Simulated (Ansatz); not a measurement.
Phonons of Re (hcp, Mg type) at Γ, M = (0.5, 0.0, 0.0), A = (0.0, 0.0, 0.5), L = (0.5, 0.0, 0.5).

Re (hcp, Mg type)

```
Re
1.0
    2.77518     0.00000     0.00000
   -1.38759     2.40338     0.00000
    0.00000     0.00000     4.48302
Re
2
Direct
  0.33333   0.66667   0.75000
  0.66667   0.33333   0.25000
```

These are PBE (plane waves to 420 eV, PAW, scalar-relativistic; Ansatz, a quantum-chemistry and plane-wave program) values and carry that method's errors. DFPT wavenumbers on a 20×20×12 k mesh, in cm⁻¹ and rounded to 5; i marks imaginary ones, q is in fractions of the reciprocal vectors of the cell shown, and the three acoustic modes at Γ are left out. Re is run without spin polarisation. Re was relaxed with its symmetry unable to fall. Spin-orbit coupling is left out, though Re is heavy. The PAW data are Ansatz's earlier set.

| q | wavenumbers (cm⁻¹) |
|---|---|
| Γ | 70, 115 (×2) |
| M = (0.5, 0.0, 0.0) | 105, 115, 115, 165, 190, 195 |
| A = (0.0, 0.0, 0.5) | 85 (×4), 165 (×2) |
| L = (0.5, 0.0, 0.5) | 100 (×2), 125 (×2), 185 (×2) |

The structure shows no imaginary mode at these points (lowest 70 cm⁻¹ at Γ); other wave vectors were not tested.

Highest mode: 195 cm⁻¹ at M = (0.5, 0.0, 0.0).
